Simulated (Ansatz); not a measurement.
W₃O (Pm-3n), random displacements

Level of theory: Ansatz 0.2.0, DFT PBEsol, scalar-relativistic, plane waves, PAW. Settings: plane waves to 420 eV, k-mesh 8×8×8 (Γ-centred), Gaussian smearing 0.15 eV. Spin–orbit coupling is left out, which can shift energies with elements as heavy as these. No spin polarisation. Energies are free energies at this smearing, counted from the undisturbed cell; pressure is positive in compression.

The starting cell (relaxed at this level; it needn't be the usual structure):

```yaml
crystal:
  lattice:
    - [4.83135, 0.00000, 0.00000]
    - [0.00000, 4.83135, 0.00000]
    - [0.00000, 0.00000, 4.83135]
  atoms:
    - { symbol: W, position: [0.50000, 0.75000, 0.00000] }
    - { symbol: W, position: [0.00000, 0.50000, 0.75000] }
    - { symbol: W, position: [0.25000, 0.00000, 0.50000] }
    - { symbol: W, position: [0.50000, 0.25000, 0.00000] }
    - { symbol: W, position: [0.00000, 0.50000, 0.25000] }
    - { symbol: W, position: [0.75000, 0.00000, 0.50000] }
    - { symbol: O, position: [0.50000, 0.50000, 0.50000] }
    - { symbol: O, position: [0.00000, 0.00000, 0.00000] }
```

The atoms are displaced (Å, in the unstrained cell):

```csv
atom,ux,uy,uz
W1,0.239,-0.005,-0.096
W2,-0.287,-0.149,0.303
W3,-0.106,0.096,-0.263
W4,0.059,-0.031,0.140
W5,0.335,-0.103,0.167
W6,-0.132,0.242,0.000
O7,-0.100,0.068,-0.213
O8,-0.008,-0.119,-0.038
```

Strain (Voigt, engineering shear): (-0.0042, -0.0092, -0.0515, -0.0453, -0.0947, 0.0339).

(1) What are the energy change, the stress and the forces?

Answers

(1) ΔE = 186.9 meV/atom; stress (xx, yy, zz, yz, xz, xy; compression positive) (29.61, 34.66, 34.50, -3.07, -2.98, -2.29) GPa.
```csv
atom,Fx (eV/Å),Fy,Fz
W1,-2.23,0.82,0.50
W2,2.44,0.67,-5.40
W3,-0.14,-3.58,1.36
W4,-0.91,1.56,-1.48
W5,-0.17,3.13,4.27
W6,1.31,-2.41,1.78
O7,0.18,0.08,-0.85
O8,-0.47,-0.27,-0.18
```

Cost: 1 run of about 3.5 core-minutes, on Intel Xeon Processor @ 2.50GHz (Skylake/Cascade Lake) (shared hosts).